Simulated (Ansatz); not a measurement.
**What DFT gives for Rh**

```yaml
crystal:
  lattice:
    - [1.34415, 2.32814, 0.00000]
    - [-1.34415, 2.32814, 0.00000]
    - [0.00000, 0.00000, 4.24734]
  atoms:
    - { symbol: Rh, position: [0.33333, 0.33333, 0.25000] }
    - { symbol: Rh, position: [0.66667, 0.66667, 0.75000] }
```

The numbers come from plane-wave PAW DFT (Ansatz): r2SCAN, no spin polarisation, 500 eV, 14×14×8 Γ-centred k points, fermi-dirac occupations (width 0.1 eV). Nothing was relaxed.

Stress: The pressure is 11.5 GPa (compression positive), so with the atoms held at these fractions the cell would first expand. The principal stresses 9.4, 9.4, 15.5 GPa differ, so its shape would change too.
Electronic structure: It is a metal, with about 3.1 states/eV a cell as the mean within 0.25 eV of the Fermi level, mostly Rh d (97 %).
Contacts: Rh–Rh at 2.63 Å: least valence density 0.41 e/Å³ and ELF 0.28 there. These are pseudo-fields; inside the PAW spheres they differ from the all-electron ones.

Origin: a known structure type with other elements, at an estimated volume, so it need not be a known compound. Caveats: many states at the Fermi level without spin polarisation, so a magnetic state may lie lower.
